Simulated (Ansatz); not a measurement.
Starting cell, BP (zinc blende):

```yaml
crystal:
  lattice:
    - [0.00000, 4.53657, 4.53657]
    - [2.26828, 2.26828, 4.53657]
    - [2.26828, 2.26828, 0.00000]
  atoms:
    - { symbol: P, position: [0.00000, 0.75000, 0.75000] }
    - { symbol: P, position: [0.50000, 0.75000, 0.75000] }
    - { symbol: B, position: [0.00000, 0.00000, 0.00000] }
    - { symbol: B, position: [0.50000, 0.00000, 0.00000] }
```

A phonon eigenvector at X = (0.5, 0.5, 0.0) is frozen into this cell: atom i moves by Q times the vector below, so Q is the largest atomic displacement, in Å. The cell is held. It is one choice among 2 degenerate patterns. (q is in reciprocal vectors of the primitive cell; the cell shown is doubled to hold the pattern.)

```tsv
atom	x	y	z
P1	0.277	0.000	0.000
P2	-0.277	0.000	0.000
B3	0.000	-1.000	0.000
B4	0.000	1.000	0.000
```

All values below come from r2SCAN (plane waves to 500 eV, PAW, scalar-relativistic; Ansatz, an electronic-structure program). k mesh 12×12×12 (Γ-centred), Fermi-Dirac smearing 0.05 eV. Energies are smeared free energies. BP was relaxed with its symmetry unable to fall. The zero of ΔE is the undisplaced structure.

| Q (Å) | ΔE (meV/cell) |
|---|---|
| -0.180 | 799 |
| -0.120 | 355 |
| -0.060 | 89 |
| 0.000 | 0 |
| 0.060 | 89 |
| 0.120 | 355 |
| 0.180 | 799 |

Question: Which DFPT wavenumber at X = (0.5, 0.5, 0.0) belongs to this mode?
A. 541 cm⁻¹
B. 326 cm⁻¹
C. 714 cm⁻¹

Answer: C, 714 cm⁻¹. The curvature of the scan gives 714 cm⁻¹

(For displaced atoms, the force is minus the slope of the energy, and its curvature is a force constant, which sets phonon frequencies.)
